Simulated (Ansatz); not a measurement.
input.yaml

```yaml
crystal:
  lattice:
    - [3.4540309463, 0.0, 0.0]
    - [-1.7270154732, 2.991278545, 0.0]
    - [0.0, 0.0, 5.2001669761]
  atoms:
    - { symbol: Mn, position: [0.0, 0.0, 0.0], spin: 2.66 }
    - { symbol: Mn, position: [0.0, 0.0, 0.5], spin: 2.66 }
    - { symbol: As, position: [0.3333333333, 0.6666666667, 0.25] }
    - { symbol: As, position: [0.6666666667, 0.3333333333, 0.75] }
basis:
  ecutwfc: 420
kpoints:
  mp_grid: { grid: [12, 12, 8] }
hamiltonian:
  xc: pbesol
scf:
  occupations: { method: gaussian, width: 0.1 }
output:
  forces: true
  stress: true
  eigenvalues: true
  populations: true
  write_density: true
  write_potential: true
  elf: true
  volumetric_format: npy
magnetization:
  spin_polarized: true
relax:
  adjacent_minimum: "off"
  f_tol: 0.01
  max_steps: 30
  cell: { stress_tol: 0.1, fix: [volume] }
```

Run as
```bash
ansatz run input.yaml --threads 1 --pin off --max-ram 2560MiB --backend cpu --events-out ev --progress --plain --runs-dir out
```

Level of theory: DFT PBEsol, scalar-relativistic, plane waves, PAW (Ansatz 0.2.0).

From the run's log, abridged (final results; tables in files aren't shown):

```
SCF 4 converged in 6 iterations: F = -17364.282135 eV  dr2 = 7.27e-11
an SCF from antiferromagnetic starting moments (-2.66, 2.66, 0.00, 0.00 Bohr magnetons, atom by atom) was not made, so that it is not known whether that order lies lower: the deck asks for what bars it, or types moments that do (magnetization.spin_polarized, in the input reference, names some of the keys), or the run goes by scf.lower_state_search: light, the default, which as a rule tries one only behind a close that has lost an order of both signs, or on which an open d or half-filled 4f shell of a PAW file has lost a moment that was set nearer to Hund's than to what is left; or, under a Hubbard U, one that names an f shell that the input leaves bare beside given moments, or a larger momen ...
SCF converged after 6 iterations
Magnetization: 3.8790 μB (31.9395 up, 28.0605 down)
Absolute magnetization: 4.2897 μB (∫|ρ↑−ρ↓|, with the PAW one-centre terms)
Spin contamination: 0.0809 ħ² per cell (⟨S²⟩ above its minimum at these occupations)
Per-site moments (μB) at R_I (Å): [(1.90205940, 0.98176370), (1.90205940, 0.98176370), (-0.05871525, 0.98176370), (-0.05871525, 0.98176370)]
Free energy (F): -17364.282135 eV
Harris-Foulkes:  -17364.282135 eV  (|F-HF|=6.18e-11)
Internal energy: -17364.266065 eV  (E = F + TS)
E sigma→0 (E₀):  -17364.274100 eV
Entropy (-TS):   -0.016069 eV (-4.017 meV/atom)
Fermi energy:    17.415950 eV
--- Per-component energies (eV) ---
  E_band       = -677.908010
  E_kinetic    = 835.248539
  E_local      = -6246.965061  (includes V_loc(G=0)·N_el)
  E_nonlocal   = -846.844151
  E_hartree    = 3090.000827
  E_xc         = -390.222138
  E_vxc        = -458.270460  (∫ρ·V_xc dr)
  E_paw        = -6131.376334  (= ΣΔE_a)
  E_vpaw       = -141.078106  (= ΣTr[D̂ρ^β])
  E_aug_tail   = -0.000005  (compensation charges beyond the density's cutoff)
  E_ewald      = -7676.379900
  E_core_change = 2.272158  (= ΣΔE_core)
  E_smearing   = -0.016069  (= −TS)
--- Forces (eV/Å), atoms counted from 1 ---
  atom   1  Mn     0.00000000     0.00000000     0.00000000
  atom   2  Mn     0.00000000     0.00000000     0.00000000
  atom   3  As     0.00000000     0.00000000     0.00000000
  atom   4  As     0.00000000     0.00000000     0.00000000
--- Stress (GPa, compression-positive) ---
       11.663183       0.000000       0.000000
        0.000000      11.663183       0.000000
        0.000000       0.000000      11.681670
  P = ⅓ Tr σ = 11.6693 GPa (116.693 kbar)
--- Band table (eV; the first three rows and the last of 190) ---
  k-point 0 ↑: bands = ["-62.5999", "-62.5708", "-31.5637", "-31.5546", "-31.5546", "-31.5265", "-31.5265", "-31.3028", "-18.6029", "-18.6029", "-18.5846", "-18.5846", "-18.5838", "-18.5812", "-18.5723", "-18.5723", "-18.5668", "-18.5668", "2.6129", "6.2427", "9.7595", "12.7454", "12.7454", "13.7979", "14.6414", "14.6414", "15.0762", "15.0762", "16.3927", "16.3927", "18.3067", "18.4452", "18.4452", "19.7256", "21.7657", "21.8801", "21.8801", "25.0144", "25.0144", "25.8454"]
  k-point 1 ↑: bands = ["-62.5988", "-62.5719", "-31.5539", "-31.5536", "-31.5536", "-31.5276", "-31.5276", "-31.3128", "-18.6022", "-18.6022", "-18.5854", "-18.5854", "-18.5837", "-18.5813", "-18.5720", "-18.5720", "-18.5670", "-18.5670", "2.6940", "5.9252", "10.1712", "12.8080", "12.8080", "13.8255", "14.6853", "14.6853", "14.9469", "14.9469", "16.2246", "16.2246", "18.1531", "18.7271", "18.7271", "19.3460", "21.8164", "21.8164", "21.9438", "25.0562", "25.0562", "26.0958"]
  k-point 2 ↑: bands = ["-62.5956", "-62.5750", "-31.5505", "-31.5505", "-31.5306", "-31.5306", "-31.5259", "-31.3414", "-18.6002", "-18.6002", "-18.5874", "-18.5874", "-18.5834", "-18.5815", "-18.5714", "-18.5714", "-18.5676", "-18.5676", "2.9353", "5.2493", "11.1116", "12.9931", "12.9931", "13.8597", "14.5996", "14.5996", "14.8135", "14.8135", "15.9022", "15.9022", "17.7896", "18.4904", "19.3535", "19.3535", "21.6154", "21.6154", "22.4213", "25.1929", "25.1929", "26.0140"]
  k-point 94 ↓: bands = ["-60.4802", "-60.4802", "-29.5139", "-29.5139", "-29.4296", "-29.4296", "-29.4268", "-29.4268", "-18.6099", "-18.6099", "-18.6081", "-18.6081", "-18.5935", "-18.5935", "-18.5802", "-18.5802", "-18.5782", "-18.5782", "6.0182", "6.0182", "11.2282", "11.2282", "12.3237", "12.3237", "14.4655", "14.4655", "17.1397", "17.1397", "17.3262", "17.3262", "18.4086", "18.4086", "18.6945", "18.6945", "22.3658", "22.3658", "24.7854", "24.7854", "26.8317", "26.8317"]
--- Relaxed structure (3 steps of the walk, 3 accepted, 1 SCFs on fresh bases) ---
  F+E_penalty+E_count = -17364.28213486 eV   max|allowed force component| = 2.833e-17 eV/Å   (the final SCF, on the basis selected at the relaxed cell)
  cell:  # Å, volume = 53.7280 Å³
    - [3.44704660, 0.0, 0.0]
    - [-1.72352330, 2.98522992, 0.0]
    - [0.0, 0.0, 5.22126129]
  atoms:
    - { symbol: Mn, position: [0.0, 0.0, 0.0] }
    - { symbol: Mn, position: [0.0, 0.0, 0.49999999] }
    - { symbol: As, position: [0.33333333, 0.66666666, 0.24999999] }
    - { symbol: As, position: [0.66666666, 0.33333333, 0.74999999] }
--- Löwdin populations: 4 sites ---
  site symbol q [e]    m [muB]
     0     Mn     14.5941     2.0547
     1     Mn     14.5941     2.0547
     2     As     15.2296    -0.1104
     3     As     15.2296    -0.1104
  spilling = 0.005874 (of n_electrons = 60.000000)
```

The relaxation met its thresholds.

It took 4.1 min on 1 thread of Intel(R) Xeon(R) Processor @ 2.50GHz (Skylake/Cascade Lake) (shared host), peak memory 0.63 GiB.

Only parallel moments were tried here.